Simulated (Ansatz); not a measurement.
Input, command and steps of an Ansatz relaxation.

```yaml
crystal:
  lattice:
    - [5.72601186, 0.0, 0.0]
    - [0.0, 5.72601186, 0.0]
    - [0.0, 0.0, 5.72601186]
  atoms:
    - { symbol: Fe, position: [0.5, 0.5, 0.5], spin: 2.35 }
    - { symbol: Fe, position: [0.5, 0.0, 0.5], spin: 2.37 }
    - { symbol: Fe, position: [0.5, 0.5, 0.0], spin: 2.37 }
    - { symbol: Fe, position: [0.0, 0.5, 0.5], spin: 2.37 }
    - { symbol: Fe, position: [0.5, 0.0, 0.0], spin: 2.36 }
    - { symbol: Fe, position: [0.0, 0.0, 0.5], spin: 2.36 }
    - { symbol: Fe, position: [0.0, 0.5, 0.0], spin: 2.36 }
    - { symbol: Fe, position: [0.24772221, 0.24772221, 0.24772221], spin: 2.47 }
    - { symbol: Fe, position: [0.24772221, 0.75227779, 0.24772221], spin: 2.47 }
    - { symbol: Fe, position: [0.24772221, 0.24772221, 0.75227779], spin: 2.47 }
    - { symbol: Fe, position: [0.75227779, 0.24772221, 0.24772221], spin: 2.47 }
    - { symbol: Fe, position: [0.75227779, 0.75227779, 0.24772221], spin: 2.47 }
    - { symbol: Fe, position: [0.24772221, 0.75227779, 0.75227779], spin: 2.47 }
    - { symbol: Fe, position: [0.75227779, 0.24772221, 0.75227779], spin: 2.47 }
    - { symbol: Fe, position: [0.75227779, 0.75227779, 0.75227779], spin: 2.47 }
    - { symbol: Co, position: [0.0, 0.0, 0.0], spin: 1.91 }
basis:
  ecutwfc: 420
kpoints:
  mp_grid: { grid: [6, 6, 6] }
hamiltonian:
  xc: pbesol
scf:
  occupations: { method: gaussian, width: 0.1 }
output:
  forces: true
  stress: true
  eigenvalues: true
  populations: true
magnetization:
  spin_polarized: true
relax:
  adjacent_minimum: "off"
  f_tol: 0.01
  max_steps: 40
```

```bash
ansatz run input.yaml --threads 4 --pin off --max-ram 10240MiB --backend cpu --events-out ev --progress --plain --runs-dir out
```

Computed with DFT PBEsol, scalar-relativistic, plane waves, PAW (Ansatz 0.2.0).

Of 4 frames 3 are shown, positions in Å and forces in eV/Å; the SCF threshold varies from step to step.

```xyz
16
Lattice="5.7260 0.0000 0.0000 0.0000 5.7260 0.0000 0.0000 0.0000 5.7260" Properties=species:S:1:pos:R:3:forces:R:3 pbc="T T T" step=1 free_energy_over_end_meV_per_atom=0.90
Fe    2.8630    2.8630    2.8630    0.0000    0.0000    0.0000
Fe    2.8630    0.0000    2.8630    0.0000    0.0000    0.0000
Fe    2.8630    2.8630    0.0000    0.0000    0.0000    0.0000
Fe    0.0000    2.8630    2.8630    0.0000    0.0000    0.0000
Fe    2.8630    0.0000    0.0000    0.0000    0.0000    0.0000
Fe    0.0000    0.0000    2.8630    0.0000    0.0000    0.0000
Fe    0.0000    2.8630    0.0000    0.0000    0.0000    0.0000
Fe    1.4185    1.4185    1.4185    0.1241    0.1241    0.1241
Fe    1.4185    4.3076    1.4185    0.1241   -0.1241    0.1241
Fe    1.4185    1.4185    4.3076    0.1241    0.1241   -0.1241
Fe    4.3076    1.4185    1.4185   -0.1241    0.1241    0.1241
Fe    4.3076    4.3076    1.4185   -0.1241   -0.1241    0.1241
Fe    1.4185    4.3076    4.3076    0.1241   -0.1241   -0.1241
Fe    4.3076    1.4185    4.3076   -0.1241    0.1241   -0.1241
Fe    4.3076    4.3076    4.3076   -0.1241   -0.1241   -0.1241
Co    0.0000    0.0000    0.0000    0.0000    0.0000    0.0000
16
Lattice="5.7260 0.0000 0.0000 0.0000 5.7260 0.0000 0.0000 0.0000 5.7260" Properties=species:S:1:pos:R:3:forces:R:3 pbc="T T T" step=2 free_energy_over_end_meV_per_atom=0.20
Fe    2.8630    2.8630    2.8630    0.0000    0.0000    0.0000
Fe    2.8630    0.0000    2.8630    0.0000    0.0000    0.0000
Fe    2.8630    2.8630    0.0000    0.0000    0.0000    0.0000
Fe    0.0000    2.8630    2.8630    0.0000    0.0000    0.0000
Fe    2.8630    0.0000    0.0000    0.0000    0.0000    0.0000
Fe    0.0000    0.0000    2.8630    0.0000    0.0000    0.0000
Fe    0.0000    2.8630    0.0000    0.0000    0.0000    0.0000
Fe    1.4236    1.4236    1.4236    0.0582    0.0582    0.0582
Fe    1.4236    4.3025    1.4236    0.0582   -0.0582    0.0582
Fe    1.4236    1.4236    4.3025    0.0582    0.0582   -0.0582
Fe    4.3025    1.4236    1.4236   -0.0582    0.0582    0.0582
Fe    4.3025    4.3025    1.4236   -0.0582   -0.0582    0.0582
Fe    1.4236    4.3025    4.3025    0.0582   -0.0582   -0.0582
Fe    4.3025    1.4236    4.3025   -0.0582    0.0582   -0.0582
Fe    4.3025    4.3025    4.3025   -0.0582   -0.0582   -0.0582
Co    0.0000    0.0000    0.0000    0.0000    0.0000    0.0000
16
Lattice="5.7260 0.0000 0.0000 0.0000 5.7260 0.0000 0.0000 0.0000 5.7260" Properties=species:S:1:pos:R:3:forces:R:3 pbc="T T T" step=4 free_energy_over_end_meV_per_atom=0.00
Fe    2.8630    2.8630    2.8630    0.0000    0.0000    0.0000
Fe    2.8630    0.0000    2.8630    0.0000    0.0000    0.0000
Fe    2.8630    2.8630    0.0000    0.0000    0.0000    0.0000
Fe    0.0000    2.8630    2.8630    0.0000    0.0000    0.0000
Fe    2.8630    0.0000    0.0000    0.0000    0.0000    0.0000
Fe    0.0000    0.0000    2.8630    0.0000    0.0000    0.0000
Fe    0.0000    2.8630    0.0000    0.0000    0.0000    0.0000
Fe    1.4281    1.4281    1.4281    0.0004    0.0004    0.0004
Fe    1.4281    4.2979    1.4281    0.0004   -0.0004    0.0004
Fe    1.4281    1.4281    4.2979    0.0004    0.0004   -0.0004
Fe    4.2979    1.4281    1.4281   -0.0004    0.0004    0.0004
Fe    4.2979    4.2979    1.4281   -0.0004   -0.0004    0.0004
Fe    1.4281    4.2979    4.2979    0.0004   -0.0004   -0.0004
Fe    4.2979    1.4281    4.2979   -0.0004    0.0004   -0.0004
Fe    4.2979    4.2979    4.2979   -0.0004   -0.0004   -0.0004
Co    0.0000    0.0000    0.0000    0.0000    0.0000    0.0000
```

The run took 4.6 min on 4 threads of Intel(R) Xeon(R) Processor @ 2.50GHz (Skylake/Cascade Lake), on a shared host, peak memory 1.7 GiB.

Only parallel moments were tried here.